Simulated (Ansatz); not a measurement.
Given:

SiSnO3:
```cif
data_O3SiSn
_chemical_formula_sum 'Si1 Sn1 O3'
_space_group_name_H-M_alt 'P 1'
_space_group_IT_number 1
_cell_length_a 3.46574
_cell_length_b 3.46574
_cell_length_c 4.68912
_cell_angle_alpha 90.000
_cell_angle_beta 90.000
_cell_angle_gamma 90.000
loop_
_space_group_symop_operation_xyz
  'x, y, z'
loop_
_atom_site_label
_atom_site_type_symbol
_atom_site_fract_x
_atom_site_fract_y
_atom_site_fract_z
_atom_site_occupancy
Si1 Si 0.50000 0.50000 0.49030 1
Sn1 Sn 0.00000 0.00000 0.01503 1
O1 O 0.50000 0.50000 0.83807 1
O2 O 0.50000 0.00000 0.38130 1
O3 O 0.00000 0.50000 0.38130 1
```

This is the PBEsol-relaxed structure.

Task: All from PBEsol (plane waves, PAW; program Ansatz), unless another level is named. Predict the static dielectric constant ε0 (ions relaxed, cell fixed).

Result: 94.9 (xx = yy), 16.0 (zz).

Task: And the Born charges (a third of the trace)?

Result: Si +4.06, Sn +3.85, O -2.82 to -2.55 e.

Task: Give the largest static χ(2) component.

Result: 11 pm/V.

Task: Give the electronic dielectric constant ε∞ (DFPT).

Result: 6.44 (xx = yy), 5.34 (zz).

Space group P4mm. The cell is a constructed one: a structure type filled with these elements; neither database checked (COD, Materials Project) lists it. Whether it is the stable phase at ambient conditions was not checked. The cell was relaxed with PBEsol under the symmetry of its start; whether a distortion lowers the energy is not shown. Spin–orbit coupling is left out wherever it is not named.

Potentials: the earlier of the program's two PAW sets. The files were generated under PBE; for other functionals the program regenerates the frozen cores, and for LDA and PBEsol the local potential too.
